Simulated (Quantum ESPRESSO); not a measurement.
## Mg3GaO4 (input and log of a self-consistent run)

Computed values, not a measurement. The program is pw.x of Quantum ESPRESSO 7.5 (plane-wave density functional theory). The cell is made up: 8 atoms on a wurtzite lattice, with randomly drawn elements, strain and displacements, not relaxed. PseudoDojo standard norm-conserving files (v0.5 for PBE, v0.4.1 for LDA and PBEsol) set the functional; there is no spin polarisation, spin-orbit coupling or dispersion term, and the masses in the input are unused placeholders. A spin-polarised start on this cell or one of its family kept no moment.

Input:

```
&control calculation='scf', pseudo_dir='./dojo.nc.sr.pbe.v0_5.standard.upf', outdir='./o', disk_io='low', tprnfor=.true., tstress=.true. /
&system ibrav=0, nat=8, ntyp=3, nbnd=44, ecutwfc=84.00895049, nosym=.true., tot_charge=0,
 occupations='smearing', smearing='fd', degauss=0.0073498644
/
&electrons conv_thr=7.350e-09, electron_maxstep=60, /
ATOMIC_SPECIES
Ga 1.0 Ga.upf
Mg 1.0 Mg.upf
O 1.0 O.upf
CELL_PARAMETERS angstrom
3.2908 -0.0113 0.0203
-0.0195 5.6885 -0.1003
0.0332 -0.0945 5.3993
ATOMIC_POSITIONS angstrom
Mg -0.0759 -0.0428 -0.0173
Mg 1.609 2.8252 -0.0704
Ga 1.7137 0.9599 2.6239
Mg -0.0496 3.7391 2.5499
O 0.0757 -0.0703 1.9914
O 1.6017 2.8463 2.0001
O 1.6782 0.8815 4.6954
O 0.0118 3.6375 4.6079
K_POINTS automatic
7 6 6 1 1 1
```

The log is shortened where brackets say so; the opening notice, blank lines, dates and the lines on written files are dropped, and the path of the files is cut. It prints rydbergs, bohrs and kilobars, and counts compression as positive stress.

```
     Program PWSCF v.7.5
     Parallel version (MPI & OpenMP), running on       4 processor cores
     Number of MPI processes:                 4
     Threads/MPI process:                     1
     [start-up lines left out]
     bravais-lattice index     =            0
     lattice parameter (alat)  =       6.2189  a.u.
     unit-cell volume          =     681.8330 (a.u.)^3
     number of atoms/cell      =            8
     number of atomic types    =            3
     number of electrons       =        67.00
     number of Kohn-Sham states=           44
     kinetic-energy cutoff     =      84.0090  Ry
     charge density cutoff     =     336.0358  Ry
     scf convergence threshold =      7.3E-09
     mixing beta               =       0.7000
     number of iterations used =            8  plain     mixing
     Exchange-correlation= PBE
                           (   1   4   3   4   0   0   0)
     [axes and pseudopotential details left out]
   Cartesian axes
     site n.     atom                  positions (alat units)
         1        Mg     tau(   1) = (  -0.0230637  -0.0130056  -0.0052569  )
         2        Mg     tau(   2) = (   0.4889267   0.8584933  -0.0213924  )
         3        Ga     tau(   3) = (   0.5207419   0.2916847   0.7973242  )
         4        Mg     tau(   4) = (  -0.0150719   1.1362000   0.7748379  )
         5        O      tau(   5) = (   0.0230030  -0.0213621   0.6051265  )
         6        O      tau(   6) = (   0.4867084   0.8649049   0.6077702  )
         7        O      tau(   7) = (   0.5099545   0.2678613   1.4267907  )
         8        O      tau(   8) = (   0.0035857   1.1053268   1.4002021  )
     number of k points=   126  Fermi-Dirac smearing, width (Ry)=  0.0073
     Number of k-points >= 100: set verbosity='high' to print them.
     Dense  grid:    70919 G-vectors     FFT dimensions: (  40,  64,  60)
     Estimated max dynamical RAM per process >     282.16 MB
     Estimated total dynamical RAM >       1.05 GB
     Initial potential from superposition of free atoms
     starting charge      66.9949, renormalised to      67.0000
     Starting wfcs are   40 randomized atomic wfcs +    4 random wfcs
     total cpu time spent up to now is        5.3 secs
     per-process dynamical memory:   247.1 Mb
     Self-consistent Calculation
     iteration #  1     ecut=    84.01 Ry     beta= 0.70
     Davidson diagonalization with overlap
     ethr =  1.00E-02,  avg # of iterations =  5.2
     total cpu time spent up to now is       19.9 secs
     total energy              =    -641.27109454 Ry
     estimated scf accuracy    <       2.11594381 Ry
     iteration #  2     ecut=    84.01 Ry     beta= 0.70
     Davidson diagonalization with overlap
     ethr =  3.16E-03,  avg # of iterations =  2.0
     total cpu time spent up to now is       33.2 secs
     total energy              =    -641.70576532 Ry
     estimated scf accuracy    <       2.94740003 Ry
     iteration #  3     ecut=    84.01 Ry     beta= 0.70
     Davidson diagonalization with overlap
     ethr =  3.16E-03,  avg # of iterations =  2.0
     total cpu time spent up to now is       45.0 secs
     total energy              =    -642.26391614 Ry
     estimated scf accuracy    <       0.02054993 Ry
     iteration #  4     ecut=    84.01 Ry     beta= 0.70
     Davidson diagonalization with overlap
     ethr =  3.07E-05,  avg # of iterations =  6.8
     total cpu time spent up to now is       60.4 secs
     total energy              =    -642.26660657 Ry
     estimated scf accuracy    <       0.02000440 Ry
     iteration #  5     ecut=    84.01 Ry     beta= 0.70
     Davidson diagonalization with overlap
     ethr =  2.99E-05,  avg # of iterations =  2.0
     total cpu time spent up to now is       72.3 secs
     total energy              =    -642.26963204 Ry
     estimated scf accuracy    <       0.00183485 Ry
     [iterations 6 to 7 left out]
     iteration #  8     ecut=    84.01 Ry     beta= 0.70
     Davidson diagonalization with overlap
     ethr =  8.86E-08,  avg # of iterations =  2.0
     total cpu time spent up to now is      110.5 secs
     total energy              =    -642.26983445 Ry
     estimated scf accuracy    <       0.00000530 Ry
     iteration #  9     ecut=    84.01 Ry     beta= 0.70
     Davidson diagonalization with overlap
     ethr =  7.90E-09,  avg # of iterations =  2.0
     total cpu time spent up to now is      123.4 secs
     total energy              =    -642.26983583 Ry
     estimated scf accuracy    <       0.00000065 Ry
     iteration # 10     ecut=    84.01 Ry     beta= 0.70
     Davidson diagonalization with overlap
     ethr =  9.73E-10,  avg # of iterations =  2.0
     total cpu time spent up to now is      134.8 secs
     total energy              =    -642.26983587 Ry
     estimated scf accuracy    <       0.00000014 Ry
     iteration # 11     ecut=    84.01 Ry     beta= 0.70
     Davidson diagonalization with overlap
     ethr =  2.10E-10,  avg # of iterations =  2.1
     total cpu time spent up to now is      146.8 secs
     total energy              =    -642.26983589 Ry
     estimated scf accuracy    <       0.00000003 Ry
     iteration # 12     ecut=    84.01 Ry     beta= 0.70
     Davidson diagonalization with overlap
     ethr =  3.87E-11,  avg # of iterations =  2.0
     total cpu time spent up to now is      158.2 secs
     End of self-consistent calculation
     [lines on levels left out]
!    total energy              =    -642.26983590 Ry
     estimated scf accuracy    <          5.3E-09 Ry
     smearing contrib. (-TS)   =      -0.00180583 Ry
     internal energy E=F+TS    =    -642.26803007 Ry
     The total energy is F=E-TS. E is the sum of the following terms:
     one-electron contribution =    -357.84287064 Ry
     hartree contribution      =     202.92084168 Ry
     xc contribution           =    -123.44141104 Ry
     ewald contribution        =    -363.90459007 Ry
     convergence has been achieved in  12 iterations
     Forces acting on atoms (cartesian axes, Ry/au):
     atom    1 type  2   force =     0.01920134    0.00254849   -0.02835357
     atom    2 type  2   force =     0.00080501    0.01310679   -0.01158885
     atom    3 type  1   force =    -0.00840341   -0.01430418    0.02129658
     atom    4 type  2   force =     0.00727615    0.00581138    0.03953762
     atom    5 type  3   force =    -0.00222555    0.01305604    0.00115706
     atom    6 type  3   force =     0.00239898   -0.01419916   -0.02573622
     atom    7 type  3   force =    -0.01183381   -0.02390462   -0.00586932
     atom    8 type  3   force =    -0.00721871    0.01788526    0.00955671
     Total force =     0.078232     Total SCF correction =     0.000177
     Computing stress (Cartesian axis) and pressure
          total   stress  (Ry/bohr**3)                   (kbar)     P=       12.88
   0.00022114  -0.00001693  -0.00000989           32.53       -2.49       -1.45
  -0.00001693   0.00023515   0.00011900           -2.49       34.59       17.51
  -0.00000989   0.00011900  -0.00019364           -1.45       17.51      -28.49
     init_run     :      4.72s CPU      5.05s WALL (       1 calls)
     electrons    :    151.93s CPU    152.83s WALL (       1 calls)
     forces       :      1.71s CPU      1.71s WALL (       1 calls)
     stress       :      6.59s CPU      6.59s WALL (       1 calls)
     [timing details left out]
     PWSCF        :   2m45.36s CPU   2m46.66s WALL
     JOB DONE.
```

In other units: free energy -8738.526 eV for the cell, pressure 1.29 GPa, largest force component 1.017 eV/Å. A rerun of a related cell, with the same atoms placed differently, at 1437 eV and a 9 x 8 x 8 mesh moved values by no more than 0.003 eV in energy, 0.05 GPa in stress and 0.009 eV/Å in force.